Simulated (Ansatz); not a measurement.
Hf₆O:
```yaml
crystal:
  lattice:
    - [5.49902, 0.00000, 0.00000]
    - [-2.74951, 4.76229, 0.00000]
    - [0.00000, 0.00000, 5.06426]
  atoms:
    - { symbol: Hf, position: [0.00000, 0.33335, 0.25624] }
    - { symbol: Hf, position: [0.33335, 0.33335, 0.74376] }
    - { symbol: Hf, position: [0.66665, 0.66665, 0.25624] }
    - { symbol: Hf, position: [0.00000, 0.66665, 0.74376] }
    - { symbol: Hf, position: [0.33335, 0.00000, 0.25624] }
    - { symbol: Hf, position: [0.66665, 0.00000, 0.74376] }
    - { symbol: O, position: [0.00000, 0.00000, 0.00000] }
```

Relaxed with PBEsol in the plane-wave PAW code Ansatz. Indices refer to the conventional cell of P-31m, a = b = 5.499 Å, c = 5.064 Å, α = β = 90.00°, γ = 120.00°.

Simulate the powder diffraction pattern (Cu Kα, λ = 1.54184 Å; lines above 1 %) up to 2θ = 90°.

Simulated powder pattern, Cu Kα, λ = 1.54184 Å (kinematic, ideal powder, no thermal factors, no anomalous dispersion; the 30 strongest lines at most, above 1 %, up to 2θ = 90°):

```tsv
2θ (°)	d (Å)	I/Imax (%)	hkl
32.57	2.750	22	(1 1 -2 0)
35.45	2.532	24	(0002)
37.21	2.416	100	(2 -1 -1 1)+(1 1 -2 1)
48.90	1.863	17	(1 1 -2 2)+(2 -1 -1 2)
58.11	1.587	19	(3 0 -3 0)
64.81	1.439	20	(2 -1 -1 3)+(1 1 -2 3)
68.22	1.375	2.8	(2 2 -4 0)
69.95	1.345	21	(3 0 -3 2)
71.05	1.327	16	(2 2 -4 1)+(4 -2 -2 1)
75.02	1.266	3.0	(0004)
79.30	1.208	4.1	(4 -2 -2 2)+(2 2 -4 2)
84.19	1.150	3.4	(1 1 -2 4)+(2 -1 -1 4)
```

The start of the workflow was typed in or built on a structure type; neither database checked (COD, Materials Project) lists it. Whether it is the stable phase at ambient conditions was not checked. The PBEsol relaxation kept the symmetry of its start; its stability against distortions is not shown here. The run is not spin-polarised. Scalar-relativistic: spin–orbit coupling is off unless named, which matters more the heavier the elements.

Potentials: the earlier of the program's two PAW sets. The files were generated under PBE; for other functionals the program regenerates the frozen cores, and for LDA and PBEsol the local potential too.
